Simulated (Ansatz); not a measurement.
Mo$_{3}$Pt (A15 (Cr3Si type), Pm-3n) at seven volumes, the program Ansatz at the r²SCAN level (PAW), scaled uniformly. One row is withheld.

```json
[
 {"V (Å³/atom)": "14.090", "P (GPa)": "?"},
 {"V (Å³/atom)": "14.555", "P (GPa)": "19.85"},
 {"V (Å³/atom)": "15.019", "P (GPa)": "9.11"},
 {"V (Å³/atom)": "15.484", "P (GPa)": "0.00"},
 {"V (Å³/atom)": "15.948", "P (GPa)": "-7.73"},
 {"V (Å³/atom)": "16.413", "P (GPa)": "-14.29"},
 {"V (Å³/atom)": "16.877", "P (GPa)": "-19.84"}
]
```

Task: Fit the shown pressures and predict the withheld one.

Result: P = (3/2)B₀(x^(7/2) − x^(5/2))[1 + (3/4)(B′ − 4)(x − 1)] with x = (V₀/V)^(2/3). Least squares on the six rows gives V₀ = 15.484 Å³/atom, B₀ = 279 GPa, B′ = 4.49. At V = 14.090, x = 1.0649 and P = 32.55 GPa. The run itself gave 32.52 GPa.

The workflow started from an entry of the Crystallography Open Database (COD). Whether it is the stable phase at ambient conditions was not checked. The r²SCAN relaxation kept the symmetry of its start; whether a distortion lowers the energy is not shown. No spin polarisation was allowed. Spin–orbit coupling is left out wherever it is not named.

Potentials: the later of the program's two PAW sets.
